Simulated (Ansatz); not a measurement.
Polymorphs of TaW, each relaxed with the program Ansatz at the r²SCAN level (PAW):

A: rock salt (Fm-3m)
a = b = c = 5.344 Å, α = β = γ = 90.00°

| atom | site | symmetry | x | y | z |
|---|---|---|---|---|---|
| Ta | 4a | m-3m | 0.0000 | 0.0000 | 0.0000 |
| W | 4b | m-3m | 0.5000 | 0.5000 | 0.5000 |

B: CsCl type (Pm-3m)
a = 3.227 Å, b = 3.227 Å, c = 3.227 Å, α = 90.00°, β = 90.00°, γ = 90.00°

```
atom  site  symmetry       x       y       z
----  ----  --------  ------  ------  ------
W       1b      m-3m  0.5000  0.5000  0.5000
Ta      1a      m-3m  0.0000  0.0000  0.0000
```

Rank these by energy per atom at 0 K (lowest first), as r²SCAN gives it.

B (+0 meV/atom), A (+1361 meV/atom)

Typed or built starts, not in the databases checked: A; B. Unstable at this level: A. All cells were relaxed under the symmetry of their starts (and spin orders); stability against distortions was not tested throughout. Rows with no word on spin ran without spin polarisation. Spin–orbit coupling is left out wherever it is not named.

Energies hold the estimated change up to a 700 eV cutoff; steps of a few meV lie near the error of the meshes.

Potentials: the later of the program's two PAW sets.
